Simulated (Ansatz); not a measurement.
BeSe:
```cif
data_Be4Se4
_chemical_formula_sum 'Be4 Se4'
_space_group_name_H-M_alt 'F-43m'
_space_group_IT_number 216
_space_group_name_Hall 'F -4 2 3'
_cell_length_a 5.08136
_cell_length_b 5.08136
_cell_length_c 5.08136
_cell_angle_alpha 90.000
_cell_angle_beta 90.000
_cell_angle_gamma 90.000
loop_
_atom_site_label
_atom_site_type_symbol
_atom_site_symmetry_multiplicity
_atom_site_Wyckoff_symbol
_atom_site_fract_x
_atom_site_fract_y
_atom_site_fract_z
_atom_site_occupancy
Be1 Be 4 a 0.00000 0.00000 0.00000 1
Se1 Se 4 c 0.25000 0.25000 0.25000 1
```
(The calculation used a cell of 2 atoms; values per cell refer to that cell.)

Relaxed with LDA.

**Question.** Give the optical modes at the zone centre with their infrared and Raman activity from DFPT, plane-wave PAW LDA (Ansatz code).

**Answer.** Transverse frequencies, without the LO–TO term; a row sums one degenerate level.

```
ω (cm⁻¹)  degeneracy  IR ((D/Å)²/amu)  Raman (Å⁴/amu)  activity  symmetry
--------  ----------  ---------------  --------------  --------  --------
522                3            18.85             120  IR+Raman        T2
```

**Question.** How high does the top mode go among those that the LO–TO term moves?

**Answer.** 582 cm⁻¹ for q along x.

The LDA relaxation kept the symmetry of its start; phonons on a q-mesh show no instability.

Potentials: the earlier of the program's two PAW sets.
